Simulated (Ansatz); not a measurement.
According to the program Ansatz at the PBEsol level (PAW), CoC in the cubic phase (P2_13; Co on 4a, C on 4a) relaxes to a = 4.035 Å. Against the elements it lies at 0.56 eV/atom, with no fitted shifts.

Electronic character: metallic (no gap). The magnetic state found is non-magnetic (starting moments vanished).

The highest mode at Γ lies at 756 cm⁻¹.

The start of the workflow was typed in or built on a structure type; neither database checked (COD, Materials Project) lists it. Its standing as an ambient phase is unchecked. The PBEsol relaxation kept the symmetry of its start; its stability against distortions is not shown here. The workflow began spin-polarised and lost its moments. The volume moved by 39 % from the start of the relaxation. Its formation energy is positive at this level, so the cell may be metastable or incomplete. As this level gives no gap, phonon frequencies hold no LO–TO term and depend on the k-mesh and smearing (Fermi–Dirac, 0.1 eV here). The references are the lowest solids computed at this level, not always the standard phases.

Potentials: the earlier of the program's two PAW sets. The files were generated under PBE; for other functionals the program regenerates the frozen cores, and for LDA and PBEsol the local potential too.
